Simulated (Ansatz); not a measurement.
**Ta at 7 GPa (stress–strain coefficients): relaxed-ion elastic tensor**

Computed with DFT LDA, scalar-relativistic, plane waves, PAW in Ansatz. Cutoff 420 eV, 20×20×20 k-points (Γ-centred), Fermi-Dirac smearing of 0.15 eV. No spin polarisation.

The cell, relaxed at 7 GPa:
```
Ta
1.0
     0.00000    2.05011    2.05011
     2.05011    0.00000    2.05011
     2.05011    2.05011    0.00000
Ta
1
Direct
  0.00000 0.00000 0.00000
```

In a metal, frequencies and elastic constants depend on the k mesh and the smearing, soft modes and shear constants most. Spin–orbit coupling is left out, which can shift energies with elements as heavy as these. Other phases may be more stable at this pressure.

Q: Give the relaxed-ion elastic constants (GPa, Voigt order xx yy zz yz xz xy, on the axes of the cell above).

A:
```
 79.2 313.5 313.5   0.0   0.0   0.0
313.5  79.2 313.5   0.0   0.0   0.0
313.5 313.5  79.2   0.0   0.0   0.0
  0.0   0.0   0.0   9.4   0.0   0.0
  0.0   0.0   0.0   0.0   9.4   0.0
  0.0   0.0   0.0   0.0   0.0   9.4
```

Q: Is the crystal stable against homogeneous strain?

A: No: the tensor has an eigenvalue of -234.3 GPa, so some strain lowers the energy.

This fcc form isn't the element's structure at ambient conditions.

Cost: 1 run of about 1.2 core-minutes, on Intel Xeon Platinum 8375C (Ice Lake) (shared hosts).